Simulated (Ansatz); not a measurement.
The cell below belongs to a search over invented structures; it isn't taken from experiment.

Input and command of a plane-wave DFT calculation in Ansatz:

```yaml
crystal:
  lattice:
    - [4.67484686, 0.0, 0.0]
    - [0.0, 4.67484686, 0.0]
    - [0.0, 0.0, 6.10317616]
  atoms:
    - { symbol: In, position: [0.0, 0.5, 0.5] }
    - { symbol: In, position: [0.5, 0.0, 0.5] }
    - { symbol: In, position: [0.5, 0.5, 0.5] }
    - { symbol: Ga, position: [0.5, 0.5, 0.0] }
    - { symbol: "N", position: [0.5, 0.5, 0.76252677] }
    - { symbol: "N", position: [0.5, 0.5, 0.23747323] }
basis:
  ecutwfc: 420
kpoints:
  mp_grid: { grid: [4, 4, 4] }
hamiltonian:
  xc: pbe
scf:
  occupations: { method: gaussian, width: 0.1 }
  lower_state_search: "off"
output:
  forces: true
  stress: true
  eigenvalues: true
relax:
  adjacent_minimum: "off"
  f_tol: 0.04
  max_steps: 70
  cell: { stress_tol: 0.4 }
```

```bash
ansatz run input.yaml --threads 1 --pin off --max-ram 2560MiB --backend cpu --events-out ev --progress --plain --runs-dir out
```

Processor: Arm Neoverse V1, 1 thread, on a host shared with other jobs.

Q: Estimate time, memory and problem size.

A: About 2 min, peak memory 0.53 GiB. It solves 38 bands at 18 k points (after reduction by symmetry) with about 5141 plane waves (on the last cell), in 93 SCF iterations over 14 ionic steps.
